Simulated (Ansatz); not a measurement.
Consider the following.

TaAl:
Space group P4/mmm (No. 123); a = b = 2.822 Å, c = 4.159 Å, α = β = γ = 90.00°

```tsv
atom	site	symmetry	x	y	z
Ta	1a	4/mmm	0.0000	0.0000	0.0000
Al	1d	4/mmm	0.5000	0.5000	0.5000
```

This is the r²SCAN-relaxed structure.

Q: All from plane-wave PAW r²SCAN (Ansatz code), unless another level is named. Predict the density of states at the Fermi level.

A: 0.31 states/eV per atom (mean over ±0.08 eV).

Q: Predict the formation energy from the elements (no fitted shifts).

A: -0.28 eV/atom.

Q: Predict the gap with spin–orbit coupling.

A: none (metallic).

The start of the workflow was typed in or built on a structure type; neither database checked (COD, Materials Project) lists it. Its standing as an ambient phase is unchecked. The cell was relaxed with r²SCAN under the symmetry of its start; its stability against distortions is not shown here. No spin polarisation was allowed. Axis ratios of metals converge slowly with the k-mesh, so a and c are less sure than the volume. The references are the lowest solids computed at this level, not always the standard phases. Spin–orbit coupling is left out wherever it is not named.

Potentials: the earlier of the program's two PAW sets.
